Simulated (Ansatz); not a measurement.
GaN (zinc blende)

```yaml
crystal:
  lattice:
    - [0.00000, 2.24896, 2.24896]
    - [2.24896, 0.00000, 2.24896]
    - [2.24896, 2.24896, 0.00000]
  atoms:
    - { symbol: N, position: [0.75000, 0.75000, 0.75000] }
    - { symbol: Ga, position: [0.00000, 0.00000, 0.00000] }
```

The volume is varied about the relaxed value V₀ at fixed cell shape. Symmetry pins the atoms to their sites.

Calculation: r2SCAN (plane waves to 500 eV, PAW, scalar-relativistic; Ansatz, a quantum-chemistry and plane-wave program). k mesh 13×13×13 (Γ-centred), Fermi-Dirac smearing 0.05 eV. Stress and pressure are positive under compression. GaN was relaxed with its symmetry unable to fall.

At one point of the scan the stress tensor (GPa) is:

```
   15.7      0.0      0.0
    0.0     15.7      0.0
    0.0      0.0     15.7
```

Question: Which point is it?
A) V/V₀ = 0.900
B) V/V₀ = 0.933
C) V/V₀ = 0.950
D) V/V₀ = 0.967

Answer: B, V/V₀ = 0.933

(A scan under strain: stresses follow from slopes of the energy per volume, elastic moduli from its curvatures.)
